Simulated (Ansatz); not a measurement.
YSe: energy along a strain

YSe, Fm-3m, a = 5.750 Å (as given, not relaxed at this level: -2.5 GPa). The structure is a COD entry; whether it is the stable form wasn't checked. Ansatz: PBEsol, PAW, 420 eV, Γ-centred 14×14×14 mesh on 2 atoms, Gaussian smearing 0.15 eV; no spin polarisation. Cell vectors (Å): 0.000 2.875 2.875; 2.875 0.000 2.875; 2.875 2.875 0.000. The cell is strained by x per cent times the pattern (0 0 0 1 0 0) in the order xx yy zz yz xz xy (engineering shears), with fractional coordinates held. y is the free energy over the start, V0 = 23.764 Å³/atom. Symmetry makes y even in x.

| x (%) | y (meV/atom) |
| --- | --- |
| -6.00 | ? |
| -3.00 | 0.80 |
| 0.00 | 0.00 |
| 0.75 | 0.05 |
| 1.50 | 0.20 |
| 2.25 | 0.45 |
| 3.75 | 1.26 |
| 4.50 | 1.84 |
| 5.25 | 2.54 |

Question: Fit y = c2 x² + c4 x⁴ to the other rows, get the stiffness along the pattern, and predict the missing energy.

Answer: Least squares on the rows shown. y = 0.08735 x² + 0.0001736 x⁴. The clamped-ion stiffness p·C·p = 2 × 0.8735 eV × 160.2 / 23.764 Å³ = 11.8 GPa, which is C44 in these axes (second derivative at the start, which stands under stress). At x = -6.00 the fit asked for gives 3.37 meV/atom. The run gave 3.39 meV/atom, so the fit is 0.02 meV/atom too low, a small miss on the scale of the series.

The cell has an odd number of electrons and ran without spin polarisation, so a magnetic or disproportionated state may lie lower.